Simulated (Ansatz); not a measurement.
Total density of states per atom from plane-wave PAW r²SCAN (Ansatz code), in 0.25 eV bins, energy from the Fermi level:

```
E (eV) | states/eV/atom
    -7.85 |  0.00
    -7.60 |  0.00
    -7.35 |  0.00
    -7.10 |  0.00
    -6.85 |  0.00
    -6.60 | ### 0.10
    -6.35 | ####### 0.27
    -6.10 | ########### 0.41
    -5.85 | ############## 0.52
    -5.60 | ############################ 1.03
    -5.35 | ################# 0.64
    -5.10 | ######## 0.29
    -4.85 | ########## 0.37
    -4.60 | ############# 0.47
    -4.35 | ################## 0.65
    -4.10 | ################# 0.64
    -3.85 | #################### 0.74
    -3.60 | ################### 0.69
    -3.35 | ##################### 0.77
    -3.10 | ############################## 1.10
    -2.85 | ######################### 0.92
    -2.60 | ############################ 1.04
    -2.35 | ################## 0.67
    -2.10 | ############# 0.46
    -1.85 | ###### 0.23
    -1.60 | ############ 0.43
    -1.35 | ################ 0.59
    -1.10 | #################### 0.74
    -0.85 | ######################## 0.89
    -0.60 | ######################### 0.92
    -0.35 | ########## 0.37
    -0.10 | ## 0.07
     0.15 | #### 0.14
     0.40 | ############ 0.43
     0.65 | ########## 0.38
     0.90 | ########### 0.42
     1.15 | ############# 0.47
     1.40 | ################# 0.62
     1.65 | ################ 0.58
     1.90 | ############## 0.51
     2.15 | ################ 0.60
     2.40 | ################# 0.61
     2.65 | ################### 0.69
     2.90 | ########################### 1.00
     3.15 | ############################## 1.09
     3.40 | ########################## 0.94
     3.65 | ################### 0.70
     3.90 | ################## 0.67
     4.15 | ############################ 1.03
```

Q: Which of these materials gives this?
A. Si2Ni, fluorite or antifluorite type
B. InAs, zinc blende
C. NbAs, I4_1md (Nb on 4a, As on 4a)
D. NbP, I4_1md (Nb on 4a, P on 4a)

A: D, NbP, I4_1md (Nb on 4a, P on 4a). Within 0.5 eV of the Fermi level: Nb 4d 82 %, P 3p 12 %. Projections are on Löwdin-orthogonalised atomic valence shells; empty p or d shells of many metals are not among them.

Symmetry was held in the r²SCAN relaxation. The run is not spin-polarised. A small band overlap can be real or an error of a semilocal functional. Scalar-relativistic: spin–orbit coupling is off unless named, which matters more the heavier the elements.

Potentials: the later of the program's two PAW sets.
